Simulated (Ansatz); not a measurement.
One crystal and one scan (frozen-phonon scan) at two levels, PBE (plane waves to 420 eV, PAW, scalar-relativistic; Ansatz, a program for electronic structure) and r2SCAN (plane waves to 500 eV, PAW, scalar-relativistic; Ansatz), each from its own relaxed cell and on its own mesh. The cell shown is that of PBE.

Relaxed ZrB$_{2}$ (AlB2 type, space group P6/mmm):

```
CELL_PARAMETERS angstrom
      6.34286     0.00000     0.00000
     -1.58571     2.74654     0.00000
      0.00000     0.00000     3.54132
ATOMIC_POSITIONS crystal
  Zr 0.00000 0.00000 0.00000
  Zr 0.50000 0.00000 0.00000
  B  0.16667 0.66667 0.50000
  B  0.66667 0.66667 0.50000
  B  0.33333 0.33333 0.50000
  B  0.83333 0.33333 0.50000
```

A phonon eigenvector at M = (0.5, 0.0, 0.0) is frozen into this cell: atom i moves by Q times the vector below, so Q is the largest atomic displacement, in Å. The cell is held. (q is in reciprocal vectors of the primitive cell; the cell shown is doubled to hold the pattern.)

```
atom       x       y      z
----  ------  ------  -----
B3     0.866   0.500  0.000
B4    -0.866  -0.500  0.000
B5     0.866   0.500  0.000
B6    -0.866  -0.500  0.000
```

Atoms not listed stay in place.

ZrB2 is run without spin polarisation. ZrB2 was relaxed with its symmetry unable to fall. With partly filled bands, energies and forces of such displacements shift with the k mesh and the smearing. Percentages come from the unrounded values. Both scans cover Q from -0.280 to 0.280 Å.

Results of PBE:

```
Item                                                                                                                                               Value
----------------------------------------------------------------------------------------  --------------------------------------------------------------
Lattice constant a (Å)                                                                                                                             3.171
Lattice constant c (Å)                                                                                                                             3.541
Energy at Q = 0.280 Å (meV/cell)                                                                                                                    4504
Harmonic wavenumber from the curvature (finite differences) (cm⁻¹ (negative: imaginary))                                                             692
Space group of the distorted cell                                                                                     Pmmm (No. 47), lowered from P6/mmm
Symmetry of the curve                                                                                                      even: the same for both signs
Shape of the curve                                                                        a single well with its minimum at or next to zero displacement
```

Q: What does r2SCAN give for the same quantities?

A: 
| quantity | r2SCAN | PBE − r2SCAN |
|---|---|---|
| Lattice constant a (Å) | 3.168 | +0.003 (+0.1 %) |
| Lattice constant c (Å) | 3.550 | -0.009 (-0.3 %) |
| Energy at Q = 0.280 Å (meV/cell) | 4596 | -92 (-2.0 %) |
| Harmonic wavenumber from the curvature (finite differences) (cm⁻¹ (negative: imaginary)) | 699 | -7 (-1.0 %) |

PBE gives the lower value for: lattice constant c; energy at Q = 0.280 Å. They agree on: lattice constant a (within 0.2 %); harmonic wavenumber from the curvature (within 1.5 %). Both give the same space group of the distorted cell: Pmmm (No. 47), lowered from P6/mmm. Neither level is exact: the differences show how much the result hangs on the functional.

(A displaced cell: forces are minus the slopes of the energy, force constants its curvatures, and phonons follow from these.)
